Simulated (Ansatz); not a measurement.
All numbers below come from DFT PBE, scalar-relativistic, plane waves, PAW (Ansatz). All cells share a 420 eV cutoff and Γ-centred k meshes spaced at most about 0.3 Å⁻¹ (about 0.25 or finer for metals, 2π included). Collinear spin in cells that started with moments and kept them past the coarse steps, no spin elsewhere.

These are static total energies at zero pressure.

Two relaxed structures of AlO₅:

A. (no spin)

```
CELL_PARAMETERS angstrom
3.55054 0.00000 0.00000
-1.77527 3.07486 0.00000
0.00000 0.00000 6.50815
ATOMIC_POSITIONS crystal
Al 0.00000 0.00000 0.00000
O 0.33333 0.66667 0.00000
O 0.66667 0.33333 0.00000
O 0.50000 0.00000 0.50000
O 0.50000 0.50000 0.50000
O 0.00000 0.50000 0.50000
```

B. (site moments O 0.3 (×2) μB)

```
CELL_PARAMETERS angstrom
2.63098 1.51900 2.37854
-2.63098 1.51900 2.37854
0.00000 -3.03799 2.37854
ATOMIC_POSITIONS crystal
Al 0.50000 0.50000 0.50000
O 0.50000 0.50000 0.00000
O 0.00000 0.50000 0.50000
O 0.50000 0.00000 0.50000
O 0.80523 0.80523 0.80523
O 0.19477 0.19477 0.19477
```

Question: Which is lower in energy, and by how much?

Answer: B is lower, by 0.70 eV/atom. A has space group P6/mmm (No. 191), 11.8 Å³/atom and no gap on its mesh; B has space group R-3m (No. 166), 9.5 Å³/atom and no gap. Counting O atoms around Al (those within 1.25 times the shortest such distance or 1.15 times the sum of covalent radii; a plus sign parts nearer from farther groups), A has Al 6 and B has Al 6+2. Their magnetic states differ too, which can make part of the margin. In A, Al is surrounded by 6 O at 2.05 Å; around O on a site of symmetry -6m2 lie 3 Al at 2.05 Å and 3 O at 2.05 Å; O on a site of symmetry mmm is surrounded by 4 O at 1.78 Å. In B, Al has 6 O at 1.93 Å and 2 O at 2.18 Å; around O on a site of symmetry 2/m lie 2 O at 1.81 Å and 2 Al at 1.93 Å; O on a site of symmetry 3m is surrounded by 3 O at 1.81 Å and 1 Al at 2.18 Å. Both come from invented guesses.

Weakly bound directions are ill-defined at this level, which has no dispersion term (P6/mmm), and this can change margins and order among such cells. In P6/mmm an odd number of electrons in the primitive cell allows no gap without spin; a larger cell or a magnetic state could open one. A magnetic state wasn't ruled out in cells without spin, among them P6/mmm. The magnetic state reached may not be the lowest. Cells relaxed within their symmetry can be saddle points. Some candidate types were left out of the draw beforehand, so a known form may be missing.
